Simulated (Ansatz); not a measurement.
Values for one crystal, relaxed and computed with PBE in the plane-wave PAW code Ansatz; other levels are named.

```yaml
volume_per_atom: 22.54 Å³
electronic_character: metallic (no gap)
Poisson's ratio: 0.29
hill_bulk_and_shear_moduli: 107 and 52.4 GPa
Pressure derivative B′: 3.4
Bulk modulus (Birch–Murnaghan fit): 107 GPa
mechanical_stability: stable (all eigenvalues of C positive)
```

Question: Which of these materials gives this?
A. Hf, hcp (Mg type)
B. Ru, hcp (Mg type)
C. Tb, hcp (Mg type)
D. Tl, hcp (Mg type)

Answer: A, Hf, hcp (Mg type)

Space group P6_3/mmc (hcp (Mg type)). Symmetry was held in the PBE relaxation. The run is not spin-polarised. As this level gives no gap, shear constants depend on the k-mesh and smearing (Fermi–Dirac, 0.1 eV here). Spin–orbit coupling is left out wherever it is not named.

Potentials: the later of the program's two PAW sets.
